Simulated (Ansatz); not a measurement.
# TlCu$_{2}$S$_{2}$: pressure against volume

TlCu$_{2}$S$_{2}$, I4/mmm, a = 3.696 Å, c = 13.394 Å. The structure is a COD entry; whether it is the stable form wasn't checked. Ansatz: PBEsol, PAW, 420 eV, Γ-centred 14×14×14 mesh on 5 atoms, Gaussian smearing 0.10 eV; no spin polarisation. Shape and atoms are relaxed at each volume; pressure is positive in compression.

```
V (Å³/atom) P (GPa)
     17.198     3.65
     17.747     1.65
     18.296    -0.01
     18.844    -1.35
     19.393        ?
```

Q: Take V0 = 18.296 Å³/atom, count pressures from its P0 = -0.01 GPa, fit the third-order Birch–Murnaghan form to the other rows, and predict the missing pressure.

A: With the Eulerian strain f = ½[(V0/V)^(2/3) − 1] and y = (P − P0)/[3f(1 + 2f)^(5/2)], the form is the line y = B0 + 1.5 B0 (B0′ − 4) f. Rows (f, y): 0.02106, 52.3; 0.01026, 51.3; -0.00974, 48.2. Means f = 0.007193, y = 50.600; Σ(Δf)² = 0.0004884, ΣΔfΔy = 0.06636; the slope is their ratio. y = 49.62 + 135.9 f GPa, so B0 = 49.6 GPa and B0′ = 4 + 2 × (135.9)/(3 × 49.62) = 5.83. At V = 19.393, f = -0.01904, y = 47.03 and P = -2.45 GPa. The run gave -2.45 GPa, the same to the digits shown. The form still works here, 33 % of the fitted range beyond its end.

Spin polarisation was left out, and a magnetic state may lie lower. Spin–orbit coupling is left out, which can shift energies with elements as heavy as these.

Cost: 5 runs of about 13 core-minutes in all, on Arm Neoverse V2 (shared hosts).